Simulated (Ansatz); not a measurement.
**B$_{2}$W, first-principles data**

B₂W in space group P6/mmm (No. 191; W on 1a, B on 2d), a = b = 3.001 Å, c = 3.365 Å, α = β = 90.00°, γ = 120.00°.

Space group P6/mmm (No. 191); conventional cell a = 3.001 Å, b = 3.001 Å, c = 3.365 Å, α = 90.00°, β = 90.00°, γ = 120.00°.

Method: r²SCAN (plane waves, PAW; program Ansatz). Structure relaxed to zero pressure with the same functional. Other levels are named where they apply.

Cell and energy:

```json
{
 "volume_per_atom": "8.75 Å³",
 "density": "13.00 g/cm³",
 "Formation energy from the elements (no fitted shifts)": "-0.053 eV/atom"
}
```

Electronic structure:

```json
{
  "electronic_character": "metallic (no gap)",
  "Density of states at the Fermi level": "0.44 states/eV per atom (mean over ±0.08 eV)",
  "Gap with spin–orbit coupling": "none (metallic)"
}
```

Mechanics:

```json
{
  "Bulk modulus (Birch–Murnaghan fit)": "331 GPa",
  "Pressure derivative B′": "4.2"
}
```

Charges:

```json
{
  "bader_charges": "W +1.15, B -0.58 e"
}
```

The workflow started from an entry of the Crystallography Open Database (COD), which files this formula under 2 space groups. Whether it is the stable phase at ambient conditions was not checked. The cell was relaxed with r²SCAN under the symmetry of its start; whether a distortion lowers the energy is not shown. The run is not spin-polarised. The references are the lowest solids computed at this level, not always the standard phases. Spin–orbit coupling is left out wherever it is not named.

Potentials: the later of the program's two PAW sets.
